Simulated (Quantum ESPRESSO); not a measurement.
```cif
data_Mg2Si
_chemical_formula_sum 'Mg2 Si1'
_space_group_name_H-M_alt 'P 1'
_space_group_IT_number 1
_cell_length_a 4.48280
_cell_length_b 4.48280
_cell_length_c 4.48280
_cell_angle_alpha 60.000
_cell_angle_beta 60.000
_cell_angle_gamma 60.000
loop_
_space_group_symop_operation_xyz
  'x, y, z'
loop_
_atom_site_label
_atom_site_type_symbol
_atom_site_fract_x
_atom_site_fract_y
_atom_site_fract_z
_atom_site_occupancy
Mg1 Mg 0.25000 0.25000 0.25000 1
Mg2 Mg 0.75000 0.75000 0.75000 1
Si1 Si 0.00000 0.00000 0.00000 1
```

The geometry is that of Materials Project entry mp-1367, symmetrised and not relaxed again.

What does PBE (Quantum ESPRESSO, PseudoDojo norm-conserving, 84 Ry, no spin-orbit coupling) give for the electronic structure near the Fermi level?

The PBE gap is indirect, 0.20 eV, from Γ to X; the smallest direct gap is 1.89 eV.
